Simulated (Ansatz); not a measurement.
Fe (hcp (Mg type), space group No. 194) under volume change, DFT-LDA in the program Ansatz with PAW potentials, shape and atoms relaxed at each volume.

```tsv
V (Å³/atom)	E − E(relaxed) (meV/atom)	P (GPa)
8.685	100.4	40.84
8.971	42.0	24.91
9.257	9.9	11.42
9.543	0.0	0.00
9.830	___	___
10.116	___	___
10.402	71.8	-24.71
```

Problem. What belongs in the gaps?

Solution. 
- 9.830, E − E(relaxed) (meV/atom): 8.9
- 9.830, P (GPa): -9.65
- 10.116, E − E(relaxed) (meV/atom): 33.6
- 10.116, P (GPa): -17.82

Problem. What does a third-order Birch–Murnaghan fit give for V₀, B₀ and B′?

Solution. V₀ = 9.54 Å³/atom, B₀ = 349 GPa, B′ = 4.6.

Space group P6_3/mmc (hcp (Mg type)). This is a known high-pressure phase of the composition, computed here at zero pressure and temperature. The cell was relaxed with LDA under the symmetry of its start; of distortions, only those at the zone centre were tested. The run is not spin-polarised.

Potentials: the later of the program's two PAW sets.
